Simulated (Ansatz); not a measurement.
Given:

Si:
```
CELL_PARAMETERS angstrom
      0.00000     2.71084     2.71084
      2.71084     0.00000     2.71084
      2.71084     2.71084     0.00000
ATOMIC_POSITIONS crystal
  Si 0.50000 0.50000 0.50000
  Si 0.75000 0.75000 0.75000
```

This is the PBE+D3(BJ)-relaxed structure.

### Question
All from PBE+D3(BJ) (plane waves, PAW; program Ansatz), unless another level is named. Give the smallest direct gap on the standard path.

### Answer
2.56 eV.

### Question
Next, the band gap?

### Answer
0.56 eV (indirect).

### Question
Give the valence-band maximum.

### Answer
at Γ.

### Question
And the conduction-band minimum?

### Answer
on the Γ–X line, 84 % of the way from Γ (6 equivalent valleys).

Space group Fd-3m (diamond). Symmetry was held in the PBE+D3(BJ) relaxation.

Potentials: the later of the program's two PAW sets.
